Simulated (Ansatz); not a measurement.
Ru:
```cif
data_Ru4
_chemical_formula_sum 'Ru4'
_space_group_name_H-M_alt 'P 1'
_space_group_IT_number 1
_cell_length_a 2.67876
_cell_length_b 2.67876
_cell_length_c 8.60696
_cell_angle_alpha 90.000
_cell_angle_beta 90.000
_cell_angle_gamma 120.000
loop_
_space_group_symop_operation_xyz
  'x, y, z'
loop_
_atom_site_label
_atom_site_type_symbol
_atom_site_fract_x
_atom_site_fract_y
_atom_site_fract_z
_atom_site_occupancy
Ru1 Ru 0.00000 0.00000 0.00000 1
Ru2 Ru 0.66667 0.33333 0.25000 1
Ru3 Ru 0.00000 0.00000 0.50000 1
Ru4 Ru 0.33333 0.66667 0.75000 1
```

Relaxed with PBEsol.

Problem. Decompose the optical modes at the zone centre into irreducible representations, and say which are infrared and Raman allowed.

Solution. Point group 6/mmm: Γ_opt = A2u + B1g + B2u + E1u + E2g + E2u. Infrared: A2u, E1u. Raman: E2g.

Problem. Assign frequencies (DFPT, DFT-PBEsol in the program Ansatz with PAW potentials).

Solution. E2u 110, E2g 142, E1u 161, B2u 201, A2u 227, B1g 235 cm⁻¹.

Subscripts of B labels follow the axes of the standard setting.

Space group P6_3/mmc (dhcp (α-La type)). The start of the workflow was typed in or built on a structure type. Its sites differ from those of the usual phase in this space group: another stacking or structure type. Symmetry was held in the PBEsol relaxation; of distortions, only those at the zone centre were tested. The run is not spin-polarised. As this level gives no gap, phonon frequencies hold no LO–TO term and depend on the k-mesh and smearing (Fermi–Dirac, 0.1 eV here).

Potentials: the later of the program's two PAW sets.
